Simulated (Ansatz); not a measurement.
Level of theory: DFT PBE, scalar-relativistic, plane waves, PAW, and for the lanthanide a 4f-in-core norm-conserving potential, in Ansatz. All cells share a 690 eV cutoff and Γ-centred k meshes spaced at most about 0.3 Å⁻¹ (about 0.25 or finer for metals, 2π included). No spin polarisation in the final relaxations.

These are static total energies at zero pressure.

Two forms of Na4TmSb were relaxed alike.

A.

```
CELL_PARAMETERS angstrom
5.62480 0.00000 0.00000
-2.81240 4.87122 0.00000
0.00000 0.00000 6.26003
ATOMIC_POSITIONS crystal
Na 0.33333 0.66667 0.75243
Na 0.33333 0.66667 0.24757
Na 0.66667 0.33333 0.75243
Na 0.66667 0.33333 0.24757
Tm 0.00000 0.00000 0.50000
Sb 0.00000 0.00000 0.00000
```

B.

```
CELL_PARAMETERS angstrom
9.18208 0.00000 0.00000
0.00000 9.18208 0.00000
0.00000 0.00000 3.25458
ATOMIC_POSITIONS crystal
Na 0.26673 0.26673 0.50000
Na 0.73327 0.73327 0.50000
Na 0.26673 0.73327 0.50000
Na 0.73327 0.26673 0.50000
Tm 0.00000 0.00000 0.50000
Sb 0.50000 0.50000 0.50000
```

Question: Which is lower in energy, and by how much?

Answer: A is lower, by 0.51 eV/atom. A has space group P6/mmm (No. 191), 28.6 Å³/atom and no gap on its mesh; B has space group P4/mmm (No. 123), 45.7 Å³/atom and no gap. Counting Na or Tm atoms around Sb (for each partner element, those within 1.25 times its shortest distance or 1.15 times the sum of covalent radii, where it is the nearest in units of that sum or under 1.3; a plus sign parts groups by distance over the sum of covalent radii), A has Sb 2+12 and B has Sb 4. The denser one is the lower, and pressure would at first widen the difference. Both come from invented guesses.

These runs have no spin–orbit coupling, which can matter for Sb. Cells relaxed within their symmetry can be saddle points.

The lanthanide is trivalent by construction, without f bands, f moments or other valences.
